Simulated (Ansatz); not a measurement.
Ansatz (a program for electronic structure) input:

Ansatz 0.2 input:
```yaml
crystal:
  lattice:
    - [3.1605397781, 0.0, 0.0]
    - [0.0, 3.1605397781, 0.0]
    - [0.0, 0.0, 3.1605397781]
  atoms:
    - { symbol: Mo, position: [0.0, 0.0, 0.0] }
    - { symbol: W, position: [0.5, 0.5, 0.5] }
kpoints:
  mp_grid: { grid: [27, 27, 27] }
hamiltonian:
  xc: r2scan
  pseudopotentials: { azcp: { folder: ./paw }, kind: paw }
scf:
  occupations: { method: fermi_dirac, width: 0.1 }
elastic: { mode: relaxed_ion, stencil: two_point, amplitude: 0.005, f_tol: 0.0005 }
```

Output (shortened):

```
Pseudopotential: Mo, paw, valence charge 14
Pseudopotential: W, paw, valence charge 14
Functional definition: r2SCAN
Crystal: 2 atoms, lattice volume = 31.571 Å³
Basis set: ecut = 500 eV, 799 PW (Γ), exchange–correlation on 96×96×96 points (64 copies of the dense FFT grid, shifted against one another)
Bands: 18, of which v1, the nominal top of the filled ones, is band 14 counted from 1 (13 counted from 0)
Symmetry: 48 space group operations
Space group: Pm-3m (ITA 221), of the structure as read, at distance tolerance 3.2e-5 Å
k-points: 560 of 19683
the search or the solves at the SCF's close seem to have found levels that the self-consistency loop had missed (the run counts 1) …
SCF 1 converged in 12 iterations: F = -15365.914795 eV  dr2 = 1.38e-15
Crystal: 2 atoms, lattice volume = 31.571 Å³
SCF 2 converged in 2 iterations: F = -15365.914795 eV  dr2 = 8.56e-15
Crystal: 2 atoms, lattice volume = 31.413 Å³
Basis set: ecut = 500 eV, 791 PW (Γ), exchange–correlation on 96×96×96 points (64 copies of the dense FFT grid, shifted against one another)
Symmetry: 16 space group operations
k-points: 1470 of 19683
SCF 3 converged in 14 iterations: F = -15365.913730 eV  dr2 = 4.85e-15
Crystal: 2 atoms, lattice volume = 31.729 Å³
SCF 4 converged in 8 iterations: F = -15365.913267 eV  dr2 = 6.02e-14
Crystal: 2 atoms, lattice volume = 31.570 Å³
Symmetry: 8 space group operations
k-points: 2744 of 19683
SCF 5 converged in 10 iterations: F = -15365.914480 eV  dr2 = 6.84e-16
Crystal: 2 atoms, lattice volume = 31.570 Å³
SCF 6 converged in 8 iterations: F = -15365.914480 eV  dr2 = 5.84e-14
SCF converged after 2 iterations
Free energy (F): -15365.914795 eV
Harris-Foulkes:  -15365.914795 eV  (|F-HF|=0.00e0)
Internal energy: -15365.883627 eV  (E = F + TS)
E sigma→0 (E₀):  -15365.899211 eV
Entropy (-TS):   -0.031167 eV (-15.584 meV/atom)
Fermi energy:    21.577765 eV
--- Per-component energies (eV) ---
  E_band       = -168.512700
  E_kinetic    = 843.104351
  E_local      = -1313.524543  (includes V_loc(G=0)·N_el)
  E_nonlocal   = 122.775349
  E_hartree    = 489.523012
  E_xc         = -421.252839
  E_vxc        = -498.275525  (∫ρ·V_xc dr)
  E_paw        = -11835.900498  (= ΣΔE_a)
  E_vpaw       = -331.162063  (= ΣTr[D̂ρ^β])
  E_aug_tail   = 0.000086  (compensation charges beyond the density's cutoff)
  E_vtau       = 29.523621  (kinetic-family band-sum trace: ∫τ·v_τ [+ j·A + Jᵃ·Aᵃ] dr)
  E_ewald      = -3249.799190
  E_core_change = -0.809355  (= ΣΔE_core)
  E_smearing   = -0.031167  (= −TS)
  E_closure    = 0.000000  (closes the sum)
  Σ components = -15365.914795   (vs F -15365.914795, Δ=0.00e0)
--- Forces (eV/Å), atoms counted from 1 ---
  atom   1  Mo     0.00000000     0.00000000     0.00000000
  atom   2  W      0.00000000     0.00000000     0.00000000
  max |Σ_I F_I| component: 0.0 eV/Å
--- Stress (GPa, compression-positive) ---
       -0.249600       0.000000       0.000000
        0.000000      -0.249600       0.000000
        0.000000       0.000000      -0.249600
  P = ⅓ Tr σ = -0.2496 GPa (-2.496 kbar)
--- Band table (eV; the first three rows and the last of 560) ---
  k-point 0: bands = ["-54.4572", "-41.3391", "-17.9831", "-17.9831", "-17.9831", "-14.4988", "-14.4988", "-14.4988", "12.6455", "15.7818", "15.7818", "20.2249", "20.2249", "20.2249", "23.7918", "23.7918", "26.2979", "26.2979"]
  k-point 1: bands = ["-54.4570", "-41.3389", "-17.9856", "-17.9821", "-17.9821", "-14.5039", "-14.4997", "-14.4997", "12.6791", "15.7995", "15.8097", "20.2216", "20.2216", "20.2397", "23.7422", "23.8083", "26.1662", "26.1662"]
  k-point 2: bands = ["-54.4566", "-41.3382", "-17.9928", "-17.9790", "-17.9790", "-14.5190", "-14.5021", "-14.5021", "12.7792", "15.8526", "15.8920", "20.2123", "20.2123", "20.2842", "23.5965", "23.8573", "25.8218", "25.8218"]
  k-point 559: bands = ["-54.4252", "-41.2754", "-18.1262", "-18.1250", "-18.1250", "-14.8108", "-14.8108", "-14.8090", "18.3720", "18.4747", "18.4747", "18.7452", "18.7452", "18.8101", "24.3104", "24.3104", "25.1678", "25.1678"]
--- Elastic constants: 2 strain directions × 2 members + reference (group order 48) ---
  dense FFT box of the reference and of every strained cell: 24×24×24
  strains applied: 11, 23; error gains: componentwise 1.00 (the most a stress slope's error grows in a printed constant), spectral 1.73 (1 for all six strains …
  C = ∂σ_k/∂η_j (tension-positive GPa; Voigt order 11 22 33 23 13 12):
       526.230    179.880    179.880      0.000      0.000      0.000
       179.880    526.230    179.880      0.000      0.000      0.000
       179.880    179.880    526.230      0.000      0.000      0.000
         0.000      0.000      0.000    127.775      0.000      0.000
         0.000      0.000      0.000      0.000    127.775      0.000
         0.000      0.000      0.000      0.000      0.000    127.775
  reference stress σ⁰ (GPa):      0.250      0.250      0.250      0.000      0.000      0.000
  moduli (Voigt/Reuss/Hill, GPa): K = 295.33/295.33/295.33   G = 145.94/142.74/144.34   E = 372.36   ν = 0.290
  mechanically stable: yes (min eigenvalue of sym C = 127.78 GPa)
  strain η (Voigt 11):  stress-route row diagonal C_11 = 526.23 GPa, energy-path curvature d²(F+E_count+ΔE)/dδ²/Ω₀ = 526.21 GPa
         δ    σ_11 (GPa)             F (eV)   n_scf  n_hpsi   n_pw
    -5.000e-3      -2.4255      -15365.9137300      14  669482    829   relax 0 steps, max|allowed force component| 0.0 eV/Å
     5.000e-3       2.8368      -15365.9132673       8  489115    840   relax 0 steps, max|allowed force component| 0.0 eV/Å
  strain η (Voigt 23):  stress-route row diagonal C_44 = 127.78 GPa, energy-path curvature d²(F+E_count+ΔE)/dδ²/Ω₀ = 127.66 GPa
         δ    σ_23 (GPa)             F (eV)   n_scf  n_hpsi   n_pw
    -5.000e-3      -0.6389      -15365.9144802      10  1142836    840   relax 0 steps, max|allowed force component| 0.0 eV/Å
     5.000e-3       0.6389      -15365.9144802       8  920474    840   relax 0 steps, max|allowed force component| 0.0 eV/Å
```

Cost: very roughly 7 core-minutes on shared cores.

The start of the workflow was typed in or built on a structure type; neither database checked (COD, Materials Project) lists it. Its standing as an ambient phase is unchecked. The r²SCAN relaxation kept the symmetry of its start; whether a distortion lowers the energy is not shown. No spin polarisation was allowed. As this level gives no gap, shear constants depend on the k-mesh and smearing (Fermi–Dirac, 0.1 eV here). Spin–orbit coupling is left out wherever it is not named.

Potentials: the earlier of the program's two PAW sets.

Ansatz is a plane-wave DFT program.
